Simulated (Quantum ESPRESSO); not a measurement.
Empty bands for a GW run on MgS (zinc blende, space group F-43m, No. 216): 103 bands on a 4×4×4 mesh, PBEsol, PseudoDojo standard norm-conserving files, scalar-relativistic, Quantum ESPRESSO. The input, in which only the diagonalization keyword changes:

```
&CONTROL
  calculation = 'nscf'
  pseudo_dir = './pseudo'
  outdir = './out'
/
&SYSTEM
  ibrav = 0
  nat = 2
  ntyp = 2
  ecutwfc = 84.0
  ecutrho = 336.0
  occupations = 'fixed'
  force_symmorphic = .true.
  nbnd = 103
/
&ELECTRONS
  conv_thr = 2e-09
  diago_full_acc = .true.
  diago_thr_init = 1e-08
  diagonalization = 'david'
/
ATOMIC_SPECIES
Mg 24.3050 Mg.upf
S 32.0600 S.upf
CELL_PARAMETERS angstrom
  0.000000000000   2.826186501000   2.826186501000
  2.826186501000   0.000000000000   2.826186501000
  2.826186501000   2.826186501000   0.000000000000
ATOMIC_POSITIONS crystal
Mg   0.000000000000   0.000000000000   0.000000000000
S   0.250000000000   0.250000000000   0.250000000000
K_POINTS automatic
4 4 4 0 0 0
```

```csv
diagonalization,mean iterations per k point,rough time,largest change of an eigenvalue (eV)
david,22,1,–
cg,38,about 3×,3e-07
paro,15,within a factor of two,1e-09
```

An iteration means different work in each solver, so the counts don't rank them. Times are rough ratios from shared machines.

Geometry relaxed with PBEsol.
